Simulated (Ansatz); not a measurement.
A plane-wave DFT run in Ansatz 0.2.0 (scalar-relativistic PAW potentials unless the input names others): input and command.

```yaml
crystal:
  lattice:
    - [4.7597362634, 0.0, 0.0]
    - [-2.3588725735, 4.1341032255, 0.0]
    - [0.0, 0.0, 29.845921785]
  atoms:
    - { symbol: Ti, position: [0.5, 0.0, 0.2847960288], spin: 2.0 }
    - { symbol: Si, position: [0.1626699725, 0.3373300275, 0.2847960288] }
    - { symbol: Si, position: [0.8373300275, 0.6626699725, 0.2847960288] }
    - { symbol: Ti, position: [0.0, 0.0, 0.3561309154] }
    - { symbol: Si, position: [0.3373300275, 0.6626699725, 0.3561309154] }
    - { symbol: Si, position: [0.6626699725, 0.3373300275, 0.3561309154] }
    - { symbol: Ti, position: [-0.0005019573, 0.4997915884, 0.4279090766] }
    - { symbol: Si, position: [0.6632210231, 0.8420496022, 0.4280805956] }
    - { symbol: Si, position: [0.338796667, 0.1603129096, 0.4279938306] }
    - { symbol: Ti, position: [0.5004805385, 0.5019367178, 0.4992988929] }
    - { symbol: Si, position: [0.8393769861, 0.1707577826, 0.5004182349] }
    - { symbol: Si, position: [0.1619563056, 0.8336179083, 0.4992403884] }
    - { symbol: Ti, position: [0.4874870929, -0.0088259127, 0.5711005819] }
    - { symbol: Si, position: [0.1692584551, 0.3264851366, 0.5708965287] }
    - { symbol: Si, position: [0.8386721364, 0.6851939479, 0.5706840044] }
    - { symbol: Al, position: [-0.0736902787, 0.4291682098, 0.6353161469] }
    - { symbol: C, position: [0.0250627774, 0.5128641043, 0.6994215256] }
    - { symbol: H, position: [0.2426351166, 0.7454328484, 0.7050194829] }
    - { symbol: H, position: [-0.175124009, 0.5127901633, 0.7172826647] }
    - { symbol: H, position: [0.0641297637, 0.324646809, 0.7140448889] }
basis:
  ecutwfc: 500
kpoints:
  mp_grid: { grid: [7, 7, 1] }
hamiltonian:
  xc: r2scan
scf:
  occupations: { method: gaussian, width: 0.1 }
  max_iter: 60
output:
  forces: true
  eigenvalues: true
efield:
  axis: 3
  dipole_correction: true
  ramp_width: 0.04
```

```bash
ansatz run input.yaml --threads 4 --pin off --max-ram 10240MiB --backend cpu --events-out ev --progress --plain --runs-dir out
```

Problem. What will the program do with this input?

Solution. The program refuses it, because of a moment without spin polarisation (crystal.atoms[0].spin: not typed → 2.0). Without that key it is accepted.

Abridged log:
```
Error: inconsistent input (magnetization.spin_polarized): false but per-atom `spin:`, `per_species`, `initial_magnetization`, `magnetic_field`, or `spin_locking` is set
```